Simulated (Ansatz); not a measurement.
Si3N4:
```yaml
crystal:
  lattice:
    - [7.60553, 0.00000, 0.00000]
    - [-3.80277, 6.58658, 0.00000]
    - [0.00000, 0.00000, 2.90550]
  atoms:
    - { symbol: Si, position: [0.23069, 0.82463, 0.75000] }
    - { symbol: Si, position: [0.76931, 0.17537, 0.25000] }
    - { symbol: Si, position: [0.40607, 0.23069, 0.25000] }
    - { symbol: Si, position: [0.59393, 0.76931, 0.75000] }
    - { symbol: Si, position: [0.17537, 0.40607, 0.75000] }
    - { symbol: Si, position: [0.82463, 0.59393, 0.25000] }
    - { symbol: N, position: [0.33333, 0.66667, 0.75000] }
    - { symbol: N, position: [0.66667, 0.33333, 0.25000] }
    - { symbol: N, position: [0.96880, 0.66969, 0.75000] }
    - { symbol: N, position: [0.03120, 0.33031, 0.25000] }
    - { symbol: N, position: [0.29910, 0.96880, 0.25000] }
    - { symbol: N, position: [0.70090, 0.03120, 0.75000] }
    - { symbol: N, position: [0.33031, 0.29910, 0.75000] }
    - { symbol: N, position: [0.66969, 0.70090, 0.25000] }
```

Relaxed with r²SCAN. Special points in fractions of this cell's reciprocal vectors: Γ (0.000, 0.000, 0.000); M (0.500, 0.000, 0.000); K (0.333, 0.333, 0.000); A (0.000, 0.000, 0.500); L (0.500, 0.000, 0.500); H (0.333, 0.333, 0.500).

Problem. List the band energies nearest the valence-band maximum at these points for plane-wave PAW r²SCAN (Ansatz code).

Solution. In eV from the valence-band maximum; about four levels below and three above (degenerate sets whole), none deeper than 8.9 eV; points with the same levels are listed once.

| k | below | above |
|---|---|---|
| Γ | -1.31 -1.31 -0.48 -0.42 -0.21 | 4.99 5.24 5.55 5.55 |
| M | -1.37 -0.82 -0.34 -0.27 | 5.25 5.37 5.56 |
| K | -1.18 -1.18 -0.30 -0.30 | 5.34 5.52 5.52 |
| A | -1.68 -1.68 -1.68 -1.68 -1.37 -1.37 | 5.33 5.33 5.33 5.33 |
| L | -1.56 -1.56 -1.09 -1.09 | 5.42 5.42 6.50 6.50 |
| H | -1.46 -1.46 -1.14 -1.14 | 5.67 5.67 6.47 6.47 |

Space group P6_3/m. The r²SCAN relaxation kept the symmetry of its start.

Potentials: the earlier of the program's two PAW sets.
